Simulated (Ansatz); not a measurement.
## Run record: phonons of WSe₂ (P6_3/mmc)

Computed with LDA, PAW on Ansatz 0.2.0's default frozen-core files (fitted under PBE), scalar-relativistic; not a measurement.

The cell comes from a PAW relaxation under the same functional.

Command line:

```sh
ansatz run input.yaml --threads 2 --pin off --max-ram 6144MiB --backend cpu --events-out ev --progress --plain --runs-dir out
```

input.yaml:

```yaml
crystal:
  lattice:
    - [3.24976911568, 0.0, 0.0]
    - [-1.62488455784, 2.81438261061, 0.0]
    - [0.0, 0.0, 12.82187193952]
  atoms:
    - { symbol: W, position: [0.333333333333, 0.666666666667, 0.25] }
    - { symbol: W, position: [0.666666666667, 0.333333333333, 0.75] }
    - { symbol: Se, position: [0.333333333333, 0.666666666667, 0.619998248259] }
    - { symbol: Se, position: [0.666666666667, 0.333333333333, 0.119998248259] }
    - { symbol: Se, position: [0.333333333333, 0.666666666667, 0.880001751741] }
    - { symbol: Se, position: [0.666666666667, 0.333333333333, 0.380001751741] }
kpoints:
  mp_grid: { grid: [6, 6, 2] }
scf:
  occupations: { method: fixed }
hamiltonian:
  xc: lda
  pseudopotentials: { kind: paw }
phonons:
  supercell: [1, 1, 1]
```

The program printed:

```
Warning: RAYON_NUM_THREADS=2 ignored (pool sized by the plan → 2); use --threads N
Engine: ansatz 0.2.0, x86_64-unknown-linux-gnu
Pseudopotentials: kind: paw
Pseudopotential: W, paw, valence charge 14, recommended cutoff 420 eV (normal), W.paw.azcp
Pseudopotential: Se, paw, valence charge 16, recommended cutoff 420 eV (normal), Se.paw.azcp
Functional definition: SPW92
  exchange = slater_x
  correlation = pw_c
Crystal: 6 atoms, lattice volume = 117.270 Å³
Basis set: ecut = 420 eV, 2323 PW (Γ)
Bands: 56, of which v1, the nominal top of the filled ones, is band 46 counted from 1 (45 counted from 0)
Symmetry: 24 space group operations
k-points: 14 of 72
Non-local potential: W, projectors of the file, l = 0: 3, l = 1: 2, l = 2: 2, l = 3: 1
Non-local potential: Se, projectors of the file, l = 0: 2, l = 1: 2, l = 2: 3, l = 3: 1
PAW form: soft (Blöchl's): semilocal exchange-correlation on the pseudo side does not see the compensation charge
PAW frozen core: W, regenerated for the run's functional, and the local potential with it (the file was generated under x = pbe(κ = 0.804, μ = 0.2195149727645171), c = pbe(β = 0.06672455060314922))
[... 68 lines left out ...]
  E_xc         = -949.056420
  E_vxc        = -877.818348  (∫ρ·V_xc dr)
  E_paw        = -23928.358948  (= ΣΔE_a)
  E_vpaw       = 591.481102  (= ΣTr[D̂ρ^β])
  E_aug_tail   = -0.002599  (compensation charges beyond the density's cutoff)
  E_ewald      = -10158.563477
  E_core_change = 9.435755  (= ΣΔE_core)
  E_smearing   = -0.000000  (= −TS)
  E_closure    = 0.000000  (closes the sum)
  Σ components = -41796.369591   (vs F -41796.369591, Δ=0.00e0)
--- Forces (eV/Å), atoms counted from 1 ---
  atom   1  W      0.00000000    -0.00000000     0.00000000
  atom   2  W      0.00000000     0.00000000     0.00000000
  atom   3  Se     0.00000000    -0.00000000    -0.00104035
  atom   4  Se     0.00000000     0.00000000    -0.00104035
  atom   5  Se    -0.00000000    -0.00000000     0.00104035
  atom   6  Se     0.00000000     0.00000000     0.00104035
  max |Σ_I F_I| component: 4.86e-17 eV/Å
--- Phonons: 3 displaced members + reference (amplitude 0.0025 Å, Σ member SCF iterations 21) ---
  symmetry images taken by loose's conditions (phonons.symmetry_images: auto; settled by the asymmetry read); asymmetry of the core-correction force 1.2e-8 eV/Å at the most on a site, 5.7e-8 eV/Å summed over every site of the supercell
  ASR residual: 1.107e-4 → 0.000e0 eV/Å²; symmetrization residual: 8.471e-5 eV/Å²
  largest component of a force at the reference: 1.0e-3 eV/Å
  ASR residual per site (eV/Å²): 1.11e-4 1.11e-4 3.18e-5 3.18e-5 3.18e-5 3.18e-5
  Γ frequencies (cm⁻¹): 0.00 0.00 0.00 24.63 24.63 37.76 174.85 174.85 176.52 176.52 248.24 248.24 248.39 248.39 250.04 252.85 307.32 309.72
  density of states and harmonic sums: on the 22×22×5 q-mesh, interpolated from the force constants of a 1×1×1 supercell (no non-analytic term)
  largest difference from the sums on the solved wave vectors: F 1.65e-1 eV, S 4.23e-4 and C_V 2.58e-4 eV/K
```

The run converged.

### Zone-centre phonons

Harmonic phonons of a crystal by Kohn-Sham DFT at the given cell, standard atomic masses, acoustic sum rule imposed; negative wavenumbers are unstable modes; optical zone-centre levels upwards with Mulliken labels, activity, and the element with most of the kinetic energy.

| Item | Value |
| --- | --- |
| Point group | 6/mmm |

```
number  phonon wavenumber (cm⁻¹)  label  infrared  raman  lead element
     1                      24.6    E2g        no    yes             W
     2                      37.8    B1g        no     no             W
     3                     174.8    E2u        no     no            Se
     4                     176.5    E1g        no    yes            Se
     5                     248.2    E2g        no    yes            Se
     6                     248.4    E1u       yes     no            Se
     7                       250    B2u        no     no            Se
     8                     252.8    A1g        no    yes            Se
     9                     307.3    A2u       yes     no            Se
    10                     309.7    B1g        no     no            Se
```

Caveats: frozen-core PAW files fitted under PBE, their cores solved anew for the functional of the run; no spin-orbit coupling on heavy atoms; no dispersion correction, so the spacing and stiffness between layers or molecules are poor; zone-boundary modes aren't tested; no LO-TO term at the zone centre.

It took 17 s on 2 threads of Intel(R) Xeon(R) Platinum 8488C (Sapphire Rapids) (shared host), peak memory 0.54 GiB.
